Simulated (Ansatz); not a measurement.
LaAs:
```
LaAs
1.0
    0.00000     3.05511     3.05511
    3.05511     0.00000     3.05511
    3.05511     3.05511     0.00000
La As
1 1
Direct
  0.00000   0.00000   0.00000
  0.50000   0.50000   0.50000
```

Relaxed with PBEsol. Special points in fractions of this cell's reciprocal vectors: Γ (0.000, 0.000, 0.000); X (0.500, 0.000, 0.500); U (0.625, 0.250, 0.625); K (0.375, 0.375, 0.750); L (0.500, 0.500, 0.500); W (0.500, 0.250, 0.750).

Task: List the band energies nearest the Fermi level at these points for plane-wave PAW PBEsol (Ansatz code).

Result: In eV from the Fermi level; about four levels below and three above (degenerate sets whole), none deeper than 8.9 eV; points with the same levels are listed once.

| k | below | above |
|---|---|---|
| Γ | – | 0.13 0.13 0.13 |
| X | -1.07 -0.21 -0.15 -0.15 | 2.68 2.71 2.78 2.78 |
| U | -1.74 -1.15 -0.97 | 1.26 2.61 2.61 |
| L | -8.51 -3.23 -1.73 -1.73 | 2.29 2.57 2.57 |
| W | -1.76 -1.13 -1.13 | 2.08 2.08 2.74 2.74 |

Space group Fm-3m (rock salt). The first step of the workflow began from a Materials Project structure, measured or hypothetical; the Crystallography Open Database files this formula in space group No. 225, but the cells were not matched. Its standing as an ambient phase is unchecked. The cell was relaxed with PBEsol under the symmetry of its start; of distortions, only those at the zone centre were tested. Scalar-relativistic: spin–orbit coupling is off unless named, which matters more the heavier the elements.

Potentials: the later of the program's two PAW sets.
